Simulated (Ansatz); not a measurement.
Si2Mo3:
```
Si2Mo3
1.0
    6.57406     0.00000     0.00000
    0.00000     6.57406     0.00000
    0.00000     0.00000     3.25405
Si Mo
4 6
Direct
  0.13342   0.63342   0.00000
  0.86658   0.36658   0.00000
  0.36658   0.13342   0.00000
  0.63342   0.86658   0.00000
  0.50000   0.50000   0.00000
  0.00000   0.00000   0.00000
  0.66237   0.16237   0.50000
  0.33763   0.83763   0.50000
  0.83763   0.66237   0.50000
  0.16237   0.33763   0.50000
```

Relaxed with PBEsol.

Task: Map the electron localisation function on the plane through (0.133, 0.633, 0.000) spanned by u = [1, 0, 0] and v = [0, 1, 0] in lattice vectors, from PBEsol (plane waves, PAW; program Ansatz).

Result: x is the fraction of u, y of v (the angle between them is 90°; rows are the nearest grid lines); atoms in the plane: Si at (0.00, 0.00), Si at (0.73, 0.73), Si at (0.23, 0.50), Si at (0.50, 0.23), Mo at (0.37, 0.87), Mo at (0.87, 0.37).
```
y \ x   0.000  0.0909  0.182  0.273  0.364  0.455  0.545  0.636  0.727  0.818  0.909   1.00
------  -----  ------  -----  -----  -----  -----  -----  -----  -----  -----  -----  -----
1.00    0.565   0.438  0.540  0.188  0.411  0.242  0.345  0.358  0.367  0.570  0.356  0.565
0.909   0.357   0.663  0.317  0.692  0.556  0.690  0.192  0.544  0.588  0.557  0.528  0.357
0.848   0.627   0.623  0.222  0.705  0.324  0.736  0.248  0.676  0.549  0.567  0.569  0.627
0.758   0.414   0.379  0.279  0.313  0.644  0.326  0.445  0.516  0.361  0.308  0.571  0.414
0.697   0.343   0.364  0.510  0.339  0.217  0.194  0.549  0.525  0.274  0.407  0.595  0.343
0.606   0.383   0.585  0.609  0.610  0.639  0.411  0.411  0.636  0.668  0.656  0.455  0.383
0.545   0.345   0.677  0.257  0.220  0.659  0.444  0.317  0.483  0.515  0.297  0.192  0.345
0.455   0.242   0.661  0.251  0.163  0.582  0.495  0.444  0.368  0.181  0.702  0.689  0.242
0.394   0.403   0.546  0.603  0.482  0.572  0.582  0.634  0.446  0.312  0.659  0.628  0.403
0.303   0.251   0.364  0.523  0.526  0.582  0.250  0.341  0.649  0.279  0.731  0.738  0.251
0.242   0.208   0.377  0.352  0.454  0.613  0.186  0.228  0.683  0.244  0.383  0.456  0.208
0.152   0.672   0.598  0.367  0.412  0.666  0.455  0.437  0.646  0.402  0.337  0.527  0.672
0.0909  0.438   0.634  0.513  0.356  0.468  0.661  0.677  0.502  0.351  0.537  0.663  0.438
0.000   0.565   0.438  0.540  0.188  0.411  0.242  0.345  0.358  0.367  0.570  0.356  0.565
```

The density is the valence pseudo-density with augmentation charge, so density and ELF within about 1 Å of a nucleus are not all-electron values.

Space group P4/mbm. The workflow started from a Materials Project entry (that database holds measured and hypothetical structures alike); the Crystallography Open Database copy checked does not list it. Whether it is the stable phase at ambient conditions was not checked. The cell was relaxed with PBEsol under the symmetry of its start; whether a distortion lowers the energy is not shown. No spin polarisation was allowed.

Potentials: the later of the program's two PAW sets.
